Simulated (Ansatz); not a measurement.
Input file for Ansatz (an electronic-structure program):

Ansatz 0.2 input:
```yaml
crystal:
  lattice:
    - [2.6740060692, 0.0, 0.0]
    - [-1.3370030346, 2.3157571858, 0.0]
    - [0.0, 0.0, 17.273929496]
  atoms:
    - { symbol: Ru, position: [0.0, 0.0, 0.6879967524] }
    - { symbol: Ru, position: [0.3333333333, 0.6666666667, 0.8149444217] }
    - { symbol: Ru, position: [0.6666666667, 0.3333333333, 0.939399209] }
    - { symbol: Ru, position: [0.3333333333, 0.6666666667, 0.060600791] }
    - { symbol: Ru, position: [0.6666666667, 0.3333333333, 0.1850555783] }
    - { symbol: Ru, position: [0.0, 0.0, 0.3120032476] }
    - { symbol: Ru, position: [0.3333333333, 0.6666666667, 0.4368213927] }
    - { symbol: Ru, position: [0.6666666667, 0.3333333333, 0.5631786073] }
kpoints:
  mp_grid: { grid: [17, 17, 3] }
hamiltonian:
  xc: pbesol
  pseudopotentials: { kind: paw }
scf:
  occupations: { method: fermi_dirac, width: 0.1 }
phonons:
  method: dfpt
  response_accuracy: low
  eigenvectors: true
  rigid_motions: translations
```

Output (shortened):

```
Pseudopotential: Ru, paw, valence charge 16
Functional definition: PBEsol
Crystal: 8 atoms, lattice volume = 106.966 Å³
Basis set: ecut = 420 eV, 2127 PW (Γ), exchange–correlation on 36×36×240 points (8 copies of the dense FFT grid, shifted against one another)
Bands: 77, of which v1, the nominal top of the filled ones, is band 64 counted from 1 (63 counted from 0)
Symmetry: 12 space group operations
k-points: 234 of 867 (irreducible under 2 space group operations, time reversal used)
SCF iter   1: F=—  HF=-46531.455426 eV  |F-HF|=—  |Δ(HF+E_count)|=         —  Δρ=1.23e-2  dr2=1.15e0  ethr=1.77e-3  ⟨swp⟩=5.0  Hψ=55478  notcnv=0  defer=41
preconditioner: auto → Kerker (q_TF=auto, 2.811 Å⁻¹)
SCF iter   2: F=—  HF=-46531.437742 eV  |F-HF|=—  |Δ(HF+E_count)|=   1.77e-2  Δρ=6.02e-3  dr2=3.95e-1  ethr=8.96e-4  ⟨swp⟩=1.0  Hψ=20826  notcnv=0  defer=53
SCF iter   3: F=—  HF=-46531.431385 eV  |F-HF|=—  |Δ(HF+E_count)|=   6.36e-3  Δρ=8.20e-4  dr2=1.67e-2  ethr=3.09e-4  ⟨swp⟩=1.0  Hψ=17942  notcnv=0  defer=53
SCF iter   4: F=—  HF=-46531.431025 eV  |F-HF|=—  |Δ(HF+E_count)|=   3.60e-4  Δρ=2.39e-4  dr2=8.41e-4  ethr=1.31e-5  ⟨swp⟩=1.0  Hψ=17953  notcnv=0  defer=53
SCF iter   5: F=—  HF=-46531.431019 eV  |F-HF|=—  |Δ(HF+E_count)|=   6.57e-6  Δρ=8.23e-5  dr2=2.95e-5  ethr=6.57e-7  ⟨swp⟩=1.1  Hψ=17969  notcnv=0  defer=53
SCF iter   6: F=—  HF=-46531.431015 eV  |F-HF|=—  |Δ(HF+E_count)|=   4.18e-6  Δρ=1.61e-5  dr2=3.58e-7  ethr=2.31e-8  ⟨swp⟩=2.0  Hψ=22956  notcnv=0  defer=53
SCF iter   7: F=—  HF=-46531.431010 eV  |F-HF|=—  |Δ(HF+E_count)|=   4.41e-6  Δρ=5.20e-6  dr2=9.62e-8  ethr=2.80e-10  ⟨swp⟩=2.1  Hψ=25964  notcnv=0  defer=53
SCF iter   8: F=—  HF=-46531.431010 eV  |F-HF|=—  |Δ(HF+E_count)|=   5.11e-9  Δρ=9.55e-7  dr2=6.36e-9  ethr=7.52e-11  ⟨swp⟩=1.0  Hψ=17945  notcnv=0  defer=53
SCF iter  10: F=-46531.431010 eV  HF=-46531.431010 eV  |F-HF|=7.28e-12  |Δ(HF+E_count)|=  2.18e-11  Δρ=4.87e-8  dr2=5.89e-12  ethr=1.00e-12  ⟨swp⟩=5.8  Hψ=83928  notcnv=0
SCF 1 converged in 10 iterations: F = -46531.431010 eV  dr2 = 5.89e-12
DFPT response loops at Γ: preconditioner auto → Kerker (q_TF=auto, 2.811 Å⁻¹) (partly filled bands, converged f_vac=0.000) …
SCF converged after 10 iterations
Free energy (F): -46531.431010 eV
Harris-Foulkes:  -46531.431010 eV  (|F-HF|=7.28e-12)
Internal energy: -46531.162933 eV  (E = F + TS)
E sigma→0 (E₀):  -46531.296971 eV
Entropy (-TS):   -0.268077 eV (-33.510 meV/atom)
Fermi energy:    23.775820 eV
--- Per-component energies (eV) ---
  E_band       = -387.152513
  E_kinetic    = 4118.060199
  E_local      = -9955.336546  (includes V_loc(G=0)·N_el)
  E_nonlocal   = 2758.750967
  E_hartree    = 3191.692198
  E_xc         = -1518.131075
  E_vxc        = -1912.568209  (∫ρ·V_xc dr)
  E_paw        = -27195.647098  (= ΣΔE_a)
  E_vpaw       = -1779.441563  (= ΣTr[D̂ρ^β])
  E_aug_tail   = -0.001748  (compensation charges beyond the density's cutoff)
  E_ewald      = -17932.576197
  E_core_change = 2.026368  (= ΣΔE_core)
  E_smearing   = -0.268077  (= −TS)
  E_closure    =  0.000000  (closes the sum)
  Σ components = -46531.431010   (vs F -46531.431010, Δ=0.00e0)
  [band-id]    e_kinetic+e_local+e_nonlocal+2·e_hartree+e_vxc+e_vpaw+e_augmentation_tail = -387.152504   (vs E_band -387.152513, Δ=8.83e-6)
--- Band table (eV; the first three rows and the last of 234) ---
  k-point 0: bands = ["-49.3575", "-49.2446", "-49.1897", "-49.1543", "-49.1335", "-49.0901", "-49.0456", "-49.0140", "-19.8427", "-19.6049", "-19.5603", "-19.2091", "-19.1803", "-18.8825", "-18.8825", "-18.7990", "-18.7878", "-18.7878", "-18.7650", …
  k-point 1: bands = ["-49.3575", "-49.2448", "-49.1864", "-49.1628", "-49.1250", "-49.0942", "-49.0444", "-49.0143", "-19.8394", "-19.6505", "-19.4728", "-19.3415", "-19.0452", "-18.9048", "-18.8825", "-18.8825", "-18.7878", "-18.7878", "-18.7193", …
  k-point 2: bands = ["-49.3521", "-49.2404", "-49.1844", "-49.1499", "-49.1293", "-49.0866", "-49.0423", "-49.0112", "-19.8312", "-19.5958", "-19.5533", "-19.2130", "-19.1845", "-18.9081", "-18.8913", "-18.8211", "-18.8124", "-18.7944", "-18.7732", …
  k-point 233: bands = ["-49.1900", "-49.1397", "-49.0259", "-49.0238", "-49.0092", "-48.9876", "-48.9624", "-48.9497", "-19.6524", "-19.6355", "-19.5064", "-19.4719", "-19.4451", "-19.4250", "-19.3881", "-19.3733", "-19.2777", "-19.2262", "-19.2199", …
--- Phonons (Γ-DFPT): 8 representative perturbations + reference, on 234 of 867 k-points (Σ response iterations 28) ---
  ASR residual: 2.521e-3 → 0.000e0 eV/Å²; symmetrization residual: 3.118e-4 eV/Å²
  ASR residual per site (eV/Å²): 1.99e-3 2.46e-3 2.16e-3 2.16e-3 2.46e-3 1.99e-3 2.52e-3 2.52e-3
  Γ frequencies (cm⁻¹): 0.00 0.00 0.00 69.31 69.31 71.92 71.92 113.82 113.82 122.62 122.62 124.27 124.27 131.84 131.84 134.46 137.32 191.37 191.37 202.46 207.06 217.37 226.24 258.25
  non-analytic LO–TO correction: not included (Born effective charges unavailable; polar crystals: no LO–TO splitting at Γ)
```

Cost: around 26 core-minutes (rough) on shared cores.

Space group P-3m1. The start of the workflow was typed in or built on a structure type; neither database checked (COD, Materials Project) lists it. It is not the phase usual at ambient conditions (space group No. 194). The cell was relaxed with PBEsol under the symmetry of its start; whether a distortion lowers the energy is not shown. The run is not spin-polarised. As this level gives no gap, phonon frequencies hold no LO–TO term and depend on the k-mesh and smearing (Fermi–Dirac, 0.1 eV here). Scalar-relativistic: spin–orbit coupling is off unless named, which matters more the heavier the elements.

Potentials: the later of the program's two PAW sets.

Ansatz is a plane-wave DFT program.
